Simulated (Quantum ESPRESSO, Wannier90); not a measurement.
**Tight-binding from DFT: CsPbCl₃ (cubic perovskite)**

```yaml
crystal:
  lattice:
    - [5.67984, 0.00000, 0.00000]
    - [0.00000, 5.67984, 0.00000]
    - [0.00000, 0.00000, 5.67984]
  atoms:
    - { symbol: Cs, position: [0.00000, 0.00000, 0.00000] }
    - { symbol: Pb, position: [0.50000, 0.50000, 0.50000] }
    - { symbol: Cl, position: [0.00000, 0.50000, 0.50000] }
    - { symbol: Cl, position: [0.50000, 0.00000, 0.50000] }
    - { symbol: Cl, position: [0.50000, 0.50000, 0.00000] }
```

Materials Project entry mp-23037; symmetrised, unrelaxed at this level. COD (Crystallography Open Database) records the formula in this space group. Ideal cubic forms of this type are often high-temperature phases that distort on cooling; symmetry holds the cell here, and its stability was not tested. Computed values, not measurements, from PBEsol: Quantum ESPRESSO (norm-conserving PseudoDojo potentials, cutoff 50 Ry, no spin polarisation, no spin-orbit coupling) on a Γ-centred 6×6×6 mesh, then Wannier90. Density: 6×6×6 mesh, cold smearing 0.01 Ry. Spin-orbit coupling is left out although heavy elements are present.

The plane-wave run has 36 bands and 44 electrons a cell. On the energy scale of pw.x, whose zero is arbitrary, the valence-band maximum lies at 3.51 eV.

Isolated groups of bands, relative to the valence-band maximum (bands from 23 on overlap up to the last one computed):

```json
[
 {"bands": "1", "from (eV)": "-21.14", "to (eV)": "-21.14", "filling": "filled", "weight on atomic waves": "Cs 5s 100 %"},
 {"bands": "2–6", "from (eV)": "-16.56", "to (eV)": "-16.36", "filling": "filled", "weight on atomic waves": "Pb 5d 98 %"},
 {"bands": "7–9", "from (eV)": "-14.76", "to (eV)": "-13.98", "filling": "filled", "weight on atomic waves": "Cl 3s 89 %, Pb 6p 5 %"},
 {"bands": "10–13", "from (eV)": "-8.77", "to (eV)": "-6.59", "filling": "filled", "weight on atomic waves": "Cs 5p 74 %, Pb 6s 18 %, Cl 3p 6 %"},
 {"bands": "14–22", "from (eV)": "-4.32", "to (eV)": "0.00", "filling": "filled", "weight on atomic waves": "Cl 3p 89 %, Pb 6p 6 %"}
]
```

Input w.win, without the blocks of cell, atoms and k-points (216 lines):

```
num_bands = 26
num_wann = 16
exclude_bands = 1-6,10-13
num_iter = 800
conv_tol = 1.0e-6
conv_window = 4
dis_num_iter = 1000
dis_conv_tol = 1.0e-6
dis_froz_max = 8.89
write_hr = true
write_u_matrices = true
begin projections
Cs: s
Pb: p
Cl: s;p
end projections
mp_grid = 6 6 6
```

wannier90.x stops with:
```
dis_windows: More states in the frozen window than target WFs
```
At some k-point more bands lie below dis_froz_max than there are Wannier functions, and every frozen state has to fit into the subspace. Mended as below, all else unchanged, the run goes through (Ω_I = 30.2 Å²) and follows the plane-wave bands to 1.2 meV rms (states up to 3.0 eV relative to the valence-band maximum).
```
dis_froz_max = 6.98
```
